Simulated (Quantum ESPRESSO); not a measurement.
## GaZr2TaO8 (input and log of a self-consistent run)

A calculation, not a measurement. The program is pw.x of Quantum ESPRESSO 7.5 (plane-wave density functional theory). The cell is made up: 12 atoms on a rutile lattice, with randomly drawn elements, strain and displacements, not relaxed. PseudoDojo standard norm-conserving files (v0.5 for PBE, v0.4.1 for LDA and PBEsol) set the functional; there is no spin polarisation, spin-orbit coupling or dispersion term, and the masses in the input are unused placeholders.

Input:

```
&control calculation='scf', pseudo_dir='./dojo.nc.sr.pbe.v0_5.standard.upf', outdir='./o', disk_io='low', tprnfor=.true., tstress=.true. /
&system ibrav=0, nat=12, ntyp=4, nbnd=55, ecutwfc=84.00895049, nosym=.true., tot_charge=0,
 occupations='smearing', smearing='fd', degauss=0.0018374661
/
&electrons conv_thr=7.350e-09, electron_maxstep=60, /
ATOMIC_SPECIES
Ga 1.0 Ga.upf
O 1.0 O.upf
Ta 1.0 Ta.upf
Zr 1.0 Zr.upf
CELL_PARAMETERS angstrom
4.7901 -0.0278 0.0248
-0.0278 4.7164 -0.0332
0.0331 -0.0443 6.4897
ATOMIC_POSITIONS angstrom
Ga 0.1854 -0.1288 -0.11
Zr 2.2769 2.2986 1.7547
Ta 0.1137 0.0267 3.1871
Zr 2.348 2.3347 4.9444
O 1.4247 1.4034 -0.2042
O 3.3077 3.1726 -0.1429
O 3.7443 0.8628 1.5791
O 1.0217 3.9085 1.5857
O 1.5737 1.4249 3.392
O 3.4493 3.0828 3.2985
O 3.868 0.9027 4.8773
O 0.9428 3.7621 4.9684
K_POINTS automatic
5 5 4 1 1 1
```

The log is shortened where brackets say so; the opening notice, blank lines, dates and the lines on written files are dropped, and the path of the files is cut. It prints rydbergs, bohrs and kilobars, and counts compression as positive stress. With no partly filled state, the Fermi energy that it prints is only some level between the filled and the empty states on the mesh, and need not lie in the true gap.

```
     Program PWSCF v.7.5
     Parallel version (MPI & OpenMP), running on       4 processor cores
     Number of MPI processes:                 4
     Threads/MPI process:                     1
     [start-up lines left out]
     bravais-lattice index     =            0
     lattice parameter (alat)  =       9.0523  a.u.
     unit-cell volume          =     989.3032 (a.u.)^3
     number of atoms/cell      =           12
     number of atomic types    =            4
     number of electrons       =        98.00
     number of Kohn-Sham states=           55
     kinetic-energy cutoff     =      84.0090  Ry
     charge density cutoff     =     336.0358  Ry
     scf convergence threshold =      7.3E-09
     mixing beta               =       0.7000
     number of iterations used =            8  plain     mixing
     Exchange-correlation= PBE
                           (   1   4   3   4   0   0   0)
     [axes and pseudopotential details left out]
   Cartesian axes
     site n.     atom                  positions (alat units)
         1        Ga     tau(   1) = (   0.0387037  -0.0268880  -0.0229633  )
         2        Zr     tau(   2) = (   0.4753202   0.4798502   0.3663070  )
         3        Ta     tau(   3) = (   0.0237357   0.0055738   0.6653313  )
         4        Zr     tau(   4) = (   0.4901628   0.4873864   1.0321811  )
         5        O      tau(   5) = (   0.2974169   0.2929704  -0.0426283  )
         6        O      tau(   6) = (   0.6905075   0.6623043  -0.0298315  )
         7        O      tau(   7) = (   0.7816511   0.1801161   0.3296491  )
         8        O      tau(   8) = (   0.2132876   0.8159291   0.3310269  )
         9        O      tau(   9) = (   0.3285218   0.2974587   0.7081058  )
        10        O      tau(  10) = (   0.7200676   0.6435579   0.6885869  )
        11        O      tau(  11) = (   0.8074744   0.1884455   1.0181734  )
        12        O      tau(  12) = (   0.1968167   0.7853669   1.0371912  )
     number of k points=    50  Fermi-Dirac smearing, width (Ry)=  0.0018
                       cart. coord. in units 2pi/alat
        k(    1) = (   0.1001210   0.1028067   0.0924574), wk =   0.0400000
        k(    2) = (   0.0991730   0.1041002   0.2770037), wk =   0.0400000
     [further k points left out]
     Dense  grid:   102923 G-vectors     FFT dimensions: (  54,  54,  72)
     Estimated max dynamical RAM per process >     313.10 MB
     Estimated total dynamical RAM >       1.15 GB
     Initial potential from superposition of free atoms
     starting charge      97.9917, renormalised to      98.0000
     Starting wfcs are   71 randomized atomic wfcs
     total cpu time spent up to now is       11.3 secs
     per-process dynamical memory:   245.2 Mb
     Self-consistent Calculation
     iteration #  1     ecut=    84.01 Ry     beta= 0.70
     Davidson diagonalization with overlap
     ethr =  1.00E-02,  avg # of iterations =  2.0
     total cpu time spent up to now is       31.6 secs
     total energy              =    -748.63312202 Ry
     estimated scf accuracy    <       5.04957100 Ry
     iteration #  2     ecut=    84.01 Ry     beta= 0.70
     Davidson diagonalization with overlap
     ethr =  5.15E-03,  avg # of iterations =  6.0
     total cpu time spent up to now is       62.7 secs
     total energy              =    -743.94342073 Ry
     estimated scf accuracy    <      42.06122110 Ry
     iteration #  3     ecut=    84.01 Ry     beta= 0.70
     Davidson diagonalization with overlap
     ethr =  5.15E-03,  avg # of iterations =  6.4
     total cpu time spent up to now is       91.9 secs
     total energy              =    -750.93728513 Ry
     estimated scf accuracy    <       3.92864879 Ry
     iteration #  4     ecut=    84.01 Ry     beta= 0.70
     Davidson diagonalization with overlap
     ethr =  4.01E-03,  avg # of iterations =  2.0
     total cpu time spent up to now is      111.8 secs
     total energy              =    -751.23819471 Ry
     estimated scf accuracy    <       0.76291834 Ry
     iteration #  5     ecut=    84.01 Ry     beta= 0.70
     Davidson diagonalization with overlap
     ethr =  7.78E-04,  avg # of iterations =  5.3
     total cpu time spent up to now is      133.0 secs
     total energy              =    -751.19790780 Ry
     estimated scf accuracy    <       0.37848613 Ry
     [iterations 6 to 12 left out]
     iteration # 13     ecut=    84.01 Ry     beta= 0.70
     Davidson diagonalization with overlap
     ethr =  5.33E-09,  avg # of iterations =  3.7
     total cpu time spent up to now is      299.0 secs
     total energy              =    -751.20512815 Ry
     estimated scf accuracy    <       0.00000299 Ry
     iteration # 14     ecut=    84.01 Ry     beta= 0.70
     Davidson diagonalization with overlap
     ethr =  3.05E-09,  avg # of iterations =  2.3
     total cpu time spent up to now is      316.9 secs
     total energy              =    -751.20512879 Ry
     estimated scf accuracy    <       0.00000034 Ry
     iteration # 15     ecut=    84.01 Ry     beta= 0.70
     Davidson diagonalization with overlap
     ethr =  3.51E-10,  avg # of iterations =  2.5
     total cpu time spent up to now is      335.2 secs
     total energy              =    -751.20512885 Ry
     estimated scf accuracy    <       0.00000004 Ry
     iteration # 16     ecut=    84.01 Ry     beta= 0.70
     Davidson diagonalization with overlap
     ethr =  3.79E-11,  avg # of iterations =  3.9
     total cpu time spent up to now is      354.3 secs
     total energy              =    -751.20512886 Ry
     estimated scf accuracy    <          8.3E-09 Ry
     iteration # 17     ecut=    84.01 Ry     beta= 0.70
     Davidson diagonalization with overlap
     ethr =  8.51E-12,  avg # of iterations =  3.1
     total cpu time spent up to now is      372.6 secs
     End of self-consistent calculation
          k = 0.1001 0.1028 0.0925 ( 12859 PWs)   bands (ev):
   -59.9738 -39.1046 -37.2205 -26.3436 -26.3122 -26.2396 -17.5735 -17.3544
   -17.2547 -16.0651 -15.8309 -15.6280  -9.0168  -8.6210  -8.3249  -7.6409
    -7.0050  -6.6066  -6.3349  -5.9936  -4.0067  -3.9579  -3.8996  -3.7421
    -3.5997   2.9494   3.4405   3.9843   4.1446   4.4260   4.7144   5.2942
     5.5207   5.6121   5.8856   6.1547   6.6358   6.7352   6.8602   7.3831
     7.5180   7.5518   7.8182   7.9763   8.1396   8.4055   8.6221   8.7656
     9.3879  11.0254  11.7654  12.2175  12.9321  13.3606  13.8908
     [levels at the other k points left out]
     the Fermi energy is    10.1669 ev
!    total energy              =    -751.20512886 Ry
     estimated scf accuracy    <          1.8E-09 Ry
     smearing contrib. (-TS)   =      -0.00000000 Ry
     internal energy E=F+TS    =    -751.20512886 Ry
     The total energy is F=E-TS. E is the sum of the following terms:
     one-electron contribution =    -214.31572176 Ry
     hartree contribution      =     167.33775855 Ry
     xc contribution           =    -178.72445628 Ry
     ewald contribution        =    -525.50270936 Ry
     convergence has been achieved in  17 iterations
     Forces acting on atoms (cartesian axes, Ry/au):
     atom    1 type  1   force =    -0.11018929    0.06999164    0.05394361
     atom    2 type  4   force =     0.10684670   -0.00633089   -0.14851814
     atom    3 type  3   force =    -0.14723020    0.01044316    0.08577002
     atom    4 type  4   force =     0.11131580    0.03016451    0.05569939
     atom    5 type  2   force =    -0.07454153   -0.06882677    0.15684940
     atom    6 type  2   force =     0.08212130    0.08268151    0.13753996
     atom    7 type  2   force =     0.09040755   -0.05451433    0.08631805
     atom    8 type  2   force =    -0.04046252    0.02897204    0.04425448
     atom    9 type  2   force =    -0.14351494   -0.12724431   -0.11853723
     atom   10 type  2   force =     0.05818167    0.10057484   -0.07753971
     atom   11 type  2   force =     0.09421353   -0.09935512   -0.10629920
     atom   12 type  2   force =    -0.02714807    0.03344371   -0.16948063
     Total force =     0.566049     Total SCF correction =     0.000103
     Computing stress (Cartesian axis) and pressure
          total   stress  (Ry/bohr**3)                   (kbar)     P=       41.36
   0.00019101  -0.00013727  -0.00017093           28.10      -20.19      -25.15
  -0.00013727   0.00054125   0.00023134          -20.19       79.62       34.03
  -0.00017093   0.00023134   0.00011115          -25.15       34.03       16.35
     init_run     :     10.72s CPU     11.13s WALL (       1 calls)
     electrons    :    359.81s CPU    361.33s WALL (       1 calls)
     forces       :      3.63s CPU      3.67s WALL (       1 calls)
     stress       :     10.23s CPU     10.50s WALL (       1 calls)
     [timing details left out]
     PWSCF        :   6m24.59s CPU   6m26.97s WALL
     JOB DONE.
```

In other units: free energy -10220.666 eV for the cell, pressure 4.14 GPa, largest force component 4.358 eV/Å. A rerun of a related cell, with the same atoms placed differently, at 1467 eV and a 7 x 7 x 6 mesh moved values by no more than 0.004 eV in energy, 0.04 GPa in stress and 0.004 eV/Å in force.